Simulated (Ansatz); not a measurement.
Method: DFT PBE+D3(BJ), scalar-relativistic, plane waves, PAW (Ansatz). Settings of the last relaxation (3-atom cell): 420 eV, 12×12×6 k points, Gaussian smearing of 0.10 eV, no spin polarisation.

Formation energies are uncorrected and refer to the elements' standard structures at the same level. The references include crystalline Br.

Question: Propose a candidate for a trigonal metal made of Br and Cs, with a formation energy near −1.17 eV/atom and about 68 Å³ per atom, in a cell of 3 atoms. Its symmetry should be P-3m1 (No. 164).

Answer: Cs2Br, space group P-3m1 (No. 164). Cs has 3 Br at 3.67 Å and 12 Cs at 5.12–5.52 Å; around Br lie 6 Cs at 3.67 Å.

```cif
data_structure
_symmetry_space_group_name_H-M 'P-3m1'
_symmetry_Int_Tables_number 164
_cell_length_a 5.1214
_cell_length_b 5.1214
_cell_length_c 9.0111
_cell_angle_alpha 90.000
_cell_angle_beta 90.000
_cell_angle_gamma 120.000
_cell_volume 204.68
loop_
_atom_site_label
_atom_site_type_symbol
_atom_site_symmetry_multiplicity
_atom_site_Wyckoff_symbol
_atom_site_fract_x
_atom_site_fract_y
_atom_site_fract_z
_atom_site_occupancy
Cs1 Cs 2 d 0.66667 0.33333 0.24130 1
Br1 Br 1 a 0.00000 0.00000 0.00000 1
```

The volume per atom is 68.23 Å³, the density is 2.80 g/cm³ and the formation energy is −1.17 eV/atom. The gap on the 12×12×6 mesh of the 3-atom cell is 0 eV (a metal).

It was reached by relaxing an invented guess, and it needn't be the stable form of this composition. The answer needn't be unique; the calculation gave this one.

An odd number of electrons in the primitive cell allows no gap without spin; a larger cell or a magnetic state could open one. A structure relaxed within its symmetry needn't be a true minimum.
